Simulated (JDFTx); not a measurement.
Part of a log of JDFTx (a modified build) for Ca (SMILES [Ca+2]), charge +2, multiplicity 1 (PBE, GBRV ultrasoft potentials, plane waves to 30/150 Ha):

```
unit cell volume = 2846.95
Chosen fftbox size, S = [  80  80  80  ]
unit cell volume = 2846.95
Chosen fftbox size, S = [  72  72  72  ]
  'Ca' pseudopotential, 'SLA  PW   PBE  PBE' functional
  10 valence electrons, 4 orbitals, 6 projectors, 845 radial grid points, with lMax = 2
Initialized 1 species with 1 total atoms.
Folded 1 k-points by 1x1x1 to 1 k-points.
nElectrons:   8.000000   nBands: 4   nStates: 1
average nbasis = 22335.000 , ideal nbasis = 22343.761
Correction to mu due to finite nuclear width = -0.00232342
   Cavity determined by nc: 0.00142 and sigma: 0.707107
   Nonlocal vdW cavity from gaussian model electron density with norm = 8 and sigma = 0.993594 bohr
   Charge asymmetry in cavity with sensitivity pCavity = 36.5 e-bohr/Eh
   Electrostatic cavity expanded by eta = 1.46 bohrs
   Weighted density cavitation model constrained by Nbulk: 0.0049383 bohr^-3, Pvap: 3.14029 kPa, Rvdw: 2.61727 bohr and sigmaBulk: 4.62e-05 Eh/bohr^2 at T: 298 K.
   Weighted density dispersion model using vdW pair potentials with single solvent site with sqrtC6eff: 0.77 SI.
[...]
	Linear fluid (dielectric constant: 78.4, screening length: 5.74355 Bohr) occupying 0.833907 of unit cell:	Completed after 12 iterations
[... later lines of the fluid solver are left out ...]
ElecMinimize: Iter:   0  Etot: -36.813576845001194  |grad|_K:  1.489e-04  alpha:  1.000e+00
ElecMinimize: Iter:   1  Etot: -36.814584490720833  |grad|_K:  4.100e-05  alpha:  5.111e-01  linmin:  5.277e-03
ElecMinimize: Iter:   2  Etot: -36.814650913567448  |grad|_K:  1.044e-05  alpha:  4.432e-01  linmin:  1.006e-03
ElecMinimize: Iter:   3  Etot: -36.814655658797534  |grad|_K:  2.822e-06  alpha:  4.877e-01  linmin: -4.299e-03
ElecMinimize: Iter:   4  Etot: -36.814655967527457  |grad|_K:  8.981e-07  alpha:  4.334e-01  linmin:  4.242e-05
ElecMinimize: Iter:   5  Etot: -36.814655998133844  |grad|_K:  2.765e-07  alpha:  4.247e-01  linmin: -4.233e-05
ElecMinimize: Iter:   6  Etot: -36.814656000904897  |grad|_K:  1.304e-07  alpha:  4.055e-01  linmin: -2.554e-04
ElecMinimize: Converged (|Delta Etot|<1.000000e-07 for 2 iters).

# Energy components:
   A_diel =       -0.2147907067481304
   Eewald =      -10.0095544446197291
       EH =       17.1761474200911515
     Eloc =      -51.4722789853647882
      Enl =        2.7622769943049166
      Exc =       -5.4645493014724558
 Exc_core =        0.5415752673549500
       KE =        9.8618709131673352
  MuShift =        0.0046468423818452
-------------------------------------
     Etot =      -36.8146560009048969


	eMin: -1.644566 at state 0 ( [ +0.000000 +0.000000 +0.000000 ] spin 0 )
	HOMO: -0.937673 at state 0 ( [ +0.000000 +0.000000 +0.000000 ] spin 0 )
```

Question: Which solvation model was used?
A. SCCS (g03 parameters)
B. soft-sphere model
C. linear PCM (GLSSA13)
D. CANDLE

Answer: D, CANDLE. The liquid was water (dielectric constant 78.4), 1 M NaCl.
